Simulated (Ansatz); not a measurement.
TaAl:
```xyz
2
Lattice="0.0000 2.6419 2.6419 2.6419 0.0000 2.6419 2.6419 2.6419 0.0000" Properties=species:S:1:pos:R:3 pbc="T T T"
Ta     0.0000     0.0000     0.0000
Al     2.6419     2.6419     2.6419
```

Relaxed with PBE. Special points in fractions of this cell's reciprocal vectors: Γ (0.000, 0.000, 0.000); X (0.500, 0.000, 0.500); U (0.625, 0.250, 0.625); K (0.375, 0.375, 0.750); L (0.500, 0.500, 0.500); W (0.500, 0.250, 0.750).

Problem. List the band energies nearest the Fermi level at these points for PBE with spin–orbit coupling in the plane-wave PAW code Ansatz.

Solution. In eV from the Fermi level; about four levels below and three above (degenerate sets whole), none deeper than 8.9 eV; points with the same levels are listed once.

```tsv
k	below	above
Γ	-0.69 -0.69 -0.69 -0.69 -0.35 -0.35	0.20 0.20 0.20 0.20
X	-2.47 -2.47 -2.45 -2.45	1.21 1.21 1.54 1.54
U	-2.49 -2.49 -0.60 -0.60	0.39 0.39 2.19 2.19
L	-1.82 -1.82 -1.62 -1.62	1.94 1.94 2.14 2.14
W	-2.44 -2.44 -2.03 -2.03	1.63 1.63 2.51 2.51
```

Space group Fm-3m (rock salt). The start of the workflow was typed in or built on a structure type; neither database checked (COD, Materials Project) lists it. Whether it is the stable phase at ambient conditions was not checked. The cell was relaxed with PBE under the symmetry of its start; its stability against distortions is not shown here. The run is not spin-polarised. Its formation energy is positive at this level, so the cell may be metastable or incomplete.

Potentials: the earlier of the program's two PAW sets.
